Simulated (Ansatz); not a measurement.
Values for one crystal, relaxed and computed with the program Ansatz at the PBE level (PAW); other levels are named.

```yaml
volume_per_atom: 37.21 Å³
band_gap: 5.01 eV (direct)
Pressure derivative B′: 5.1
valence_band_maximum: at Γ
Bulk modulus (Birch–Murnaghan fit): 14.4 GPa
conduction_band_minimum: at Γ
electron_effective_mass: 0.36 mₑ (isotropic)
```

Which compound is it?
A. SnS2, P6_3/mmc (Sn on 2c, S on 4f)
B. La2O3, La2O3 or Ni2Al3 type
C. TiO2, rutile
D. CsCl, CsCl type

D, CsCl, CsCl type

Space group Pm-3m (CsCl type). The cell was relaxed with PBE under the symmetry of its start. Spin–orbit coupling is left out wherever it is not named.

Potentials: the later of the program's two PAW sets.
